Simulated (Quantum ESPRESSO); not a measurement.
# TiZnIn2O6: convergence and cost over cutoff and k mesh

Simulated, not a measurement. The program is pw.x of Quantum ESPRESSO 7.5 (plane-wave density functional theory). The cell is made up: 10 atoms on a corundum lattice, with randomly drawn elements, strain and displacements, not relaxed. PseudoDojo standard norm-conserving files (v0.5 for PBE, v0.4.1 for LDA and PBEsol) set the functional; there is no spin polarisation, spin-orbit coupling or dispersion term, and the masses in the input are unused placeholders.

Input of the run in row 4:

```
&control calculation='scf', pseudo_dir='./dojo.nc.sr.pbe.v0_5.standard.upf', outdir='./o', disk_io='medium', tprnfor=.true., tstress=.true. /
&system ibrav=0, nat=10, ntyp=4, nbnd=53, ecutwfc=84.00895049, nosym=.true., tot_charge=0,
 occupations='smearing', smearing='fd', degauss=0.0018374661
/
&electrons conv_thr=7.350e-09, electron_maxstep=60, /
ATOMIC_SPECIES
In 1.0 In.upf
O 1.0 O.upf
Ti 1.0 Ti.upf
Zn 1.0 Zn.upf
CELL_PARAMETERS angstrom
2.7151 1.5676 4.7879
-2.7151 1.5676 4.7879
0.0 -3.1351 4.7879
ATOMIC_POSITIONS angstrom
Ti -0.1185 -0.0084 5.148
Zn 0.0055 0.0637 2.0166
In -0.0347 0.0096 9.3538
In 0.1095 0.0108 12.1354
O -1.0645 1.581 8.2507
O -0.9064 -1.8108 8.4158
O 1.9381 0.2904 8.484
O 1.1232 -1.54 5.8844
O 0.796 1.732 6.0764
O -1.8088 -0.0559 5.8866
K_POINTS automatic
5 5 5 1 1 1
```

The same cell was run at these settings. Meshes are shifted by half a step, and differences are from the last row, which is itself not exact.

| cutoff (eV) | k mesh | k points solved | threshold (eV) | free energy less the last row's (eV) | pressure (GPa) | largest stress difference (GPa) | largest force difference (eV/Å) | iterations | wall time (s) | k-point pools | processor |
| --- | --- | --- | --- | --- | --- | --- | --- | --- | --- | --- | --- |
| 800 | 2 x 2 x 2 | 4 | 1e-04 | 2.320 | -25.63 | 26.04 | 0.110 | 13 | 75 | 1 | AMD EPYC, Zen 5 class |
| 1143 | 1 x 1 x 1 | 1 | 1e-07 | -0.839 | -1.00 | 4.57 | 0.584 | 16 | 75 | 1 | AMD EPYC, Zen 5 class |
| 649 | 5 x 5 x 5 | 63 | 1e-07 | 20.505 | -149.26 | 149.97 | 0.176 | 16 | 105 | 4 | Intel Xeon, 2023 or later |
| 1143 | 5 x 5 x 5 | 63 | 1e-07 | 0.003 | 0.30 | 0.03 | 0.000 | 16 | 1503 | 1 | AMD EPYC, Zen 5 class |
| 1437 | 7 x 7 x 7 | 172 | 1e-07 | 0.000 | 0.33 | 0.00 | 0.000 | 16 | 563 | 4 | AMD EPYC, Zen 5 class |

Each pool is one process. Wall times include start-up and a band step at six k points, which weighs most on the coarsest meshes. The runs were on shared virtual cores whose load varied, so times are rough.